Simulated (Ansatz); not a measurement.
Y3Cu4Ge4 in space group Immm (No. 71; Pearson symbol oI22), PBE (plane waves, PAW; program Ansatz), all energies at zero smearing, with the estimated change up to a 700 eV cutoff added, with one set of potentials and settings (totals compare only within such a set). Cell of 11 atoms (3 Y, 4 Cu, 4 Ge): -55233.763 eV.

```json
[
 {"element": "Y", "reference phase": "P6_3/mmc, 2 atoms in the cell", "E (eV/atom)": "-3848.6668"},
 {"element": "Cu", "reference phase": "Fm-3m, 1 atoms in the cell", "E (eV/atom)": "-6625.1757"},
 {"element": "Ge", "reference phase": "Fd-3m, 2 atoms in the cell", "E (eV/atom)": "-4294.9847"}
]
```

Formation energy per atom, worked out: (-55233.763 − 3×(-3848.6668) − 4×(-6625.1757) − 4×(-4294.9847))/11 = -0.647 eV/atom (-62 kJ per mol of atoms), at 0 K, without zero-point energy or fitted corrections.

The workflow started from a Materials Project entry (that database holds measured and hypothetical structures alike); the Crystallography Open Database copy checked does not list it. Its standing as an ambient phase is unchecked. The cell was relaxed with PBE under the symmetry of its start; whether a distortion lowers the energy is not shown. The run is not spin-polarised. The references are the lowest solids computed at this level, not always the standard phases.

Potentials: the later of the program's two PAW sets.
